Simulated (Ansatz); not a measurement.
**Computed properties of TiBe12**

TiBe12:
```
CELL_PARAMETERS angstrom
     -3.66515     3.66515     2.06985
      3.66515    -3.66515     2.06985
      3.66515     3.66515    -2.06985
ATOMIC_POSITIONS crystal
  Ti 0.00000 0.00000 0.00000
  Be 0.00000 0.00000 0.50000
  Be 0.00000 0.50000 0.00000
  Be 0.50000 0.50000 0.50000
  Be 0.50000 0.00000 0.00000
  Be 0.35139 0.00000 0.35139
  Be 0.64861 0.00000 0.64861
  Be 0.00000 0.64861 0.64861
  Be 0.00000 0.35139 0.35139
  Be 0.28290 0.50000 0.78290
  Be 0.71710 0.50000 0.21710
  Be 0.50000 0.71710 0.21710
  Be 0.50000 0.28290 0.78290
```

Space group I4/mmm (No. 139); conventional cell a = 7.3303 Å, b = 7.3303 Å, c = 4.1397 Å, α = 90.00°, β = 90.00°, γ = 90.00°.

Method: DFT-r²SCAN in the program Ansatz with PAW potentials. Geometry: relaxed at this level of theory. Other levels are named where they apply.

**Cell and energy**

| Property | Value |
|---|---|
| Volume per atom | 8.56 Å³ |
| Density | 2.33 g/cm³ |
| Formation energy from the elements (no fitted shifts) | -0.16 eV/atom |

**Electronic structure**

| Property | Value |
|---|---|
| Electronic character | metallic (no gap) |
| Density of states at the Fermi level | 0.22 states/eV per atom (mean over ±0.08 eV) |

**Mechanics**

| Quantity | Result |
|---|---|
| Bulk modulus (Birch–Murnaghan fit) | 128 GPa |
| Pressure derivative B′ | 3.4 |
| Elastic constants (relaxed ions, GPa) | C11 = 371, C12 = -8.2, C13 = 30.0, C33 = 313, C44 = 139, C66 = 125 |
| Mechanical stability | stable (all eigenvalues of C positive) |
| Hill bulk and shear moduli | 129 and 146 GPa |
| Young's modulus | 318 GPa |
| Poisson's ratio | 0.09 |
| Debye temperature from the elastic constants | 1260 K |

**Phonons**

| Property | Value |
|---|---|
| Highest zone-centre frequency | 25.94 THz |
| Zone-centre stability | no imaginary mode at Γ |

The workflow started from a Materials Project entry (that database holds measured and hypothetical structures alike); the Crystallography Open Database copy checked does not list it. Whether it is the stable phase at ambient conditions was not checked. The cell was relaxed with r²SCAN under the symmetry of its start. No spin polarisation was allowed. As this level gives no gap, shear constants depend on the k-mesh and smearing (Fermi–Dirac, 0.1 eV here). As this level gives no gap, phonon frequencies hold no LO–TO term and depend on the k-mesh and smearing (Fermi–Dirac, 0.1 eV here). Axis ratios of metals converge slowly with the k-mesh, so a and c are less sure than the volume. On the denser mesh and wider smearing of the elastic run this cell carries a stress of 0.6 GPa. The references are the lowest solids computed at this level, not always the standard phases.

Potentials: the later of the program's two PAW sets.
